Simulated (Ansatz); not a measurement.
Level of theory: Ansatz, DFT PBE, scalar-relativistic, plane waves, PAW. All cells share a 420 eV cutoff and Γ-centred k meshes spaced at most about 0.3 Å⁻¹ (about 0.25 or finer for metals, 2π included). No spin polarisation in the final relaxations.

Temperature and zero-point effects are left out. All come from trial cells, and lower structures may exist.

Problem. These unrelaxed guesses for ZnSe5 are each relaxed within their symmetry. Order them by the energy at which they end, lowest first.
A.

```
Zn Se
1.0
     6.19404    0.00000    0.00000
    -3.09702    5.36420    0.00000
     0.00000    0.00000    4.93488
Zn Se
1 5
Direct
  0.00000 0.00000 0.00000
  0.50000 0.00000 0.50000
  0.50000 0.50000 0.50000
  0.00000 0.50000 0.50000
  0.33333 0.66667 0.00000
  0.66667 0.33333 0.00000
```

B.

```
Zn Se
1.0
     6.66004    0.00000    0.00000
    -3.33002    5.76776    0.00000
     0.00000    0.00000    5.41269
Zn Se
1 5
Direct
  0.00000 0.00000 0.50000
  0.50315 0.00000 0.00000
  0.66667 0.33333 0.50000
  0.49685 0.49685 0.00000
  0.33333 0.66667 0.50000
  0.00000 0.50315 0.00000
```

C.

```
Zn Se
1.0
     0.00000    4.23112    4.23112
     4.23112    0.00000    4.23112
     4.23112    4.23112    0.00000
Zn Se
1 5
Cartesian
  0.0000 0.0000 0.0000
  5.2889 5.2889 3.1733
  5.2889 3.1733 5.2889
  3.1733 5.2889 5.2889
  3.1733 3.1733 3.1733
  6.3467 6.3467 6.3467
```

D.

```
Zn Se
1.0
     4.99566    0.00000    0.00000
    -2.49783    4.32637    0.00000
     0.00000    0.00000    8.38285
Zn Se
1 5
Direct
  0.00000 0.00000 0.00000
  0.33333 0.66667 0.76278
  0.33333 0.66667 0.23722
  0.66667 0.33333 0.23722
  0.66667 0.33333 0.76278
  0.00000 0.00000 0.50000
```

Solution. B (ends in P-62m, 0 meV/atom), A (ends in P6/mmm, 178 meV/atom), D (ends in P6/mmm, 265 meV/atom), C (ends in F-43m, 0.44 eV/atom). Even the lowest end lies +0.24 eV/atom against the elements.

A magnetic state wasn't ruled out in cells without spin, among them F-43m. Cells relaxed within their symmetry can be saddle points. Some structure types and database cells were kept out of the candidates from the start, so a known form may be missing.
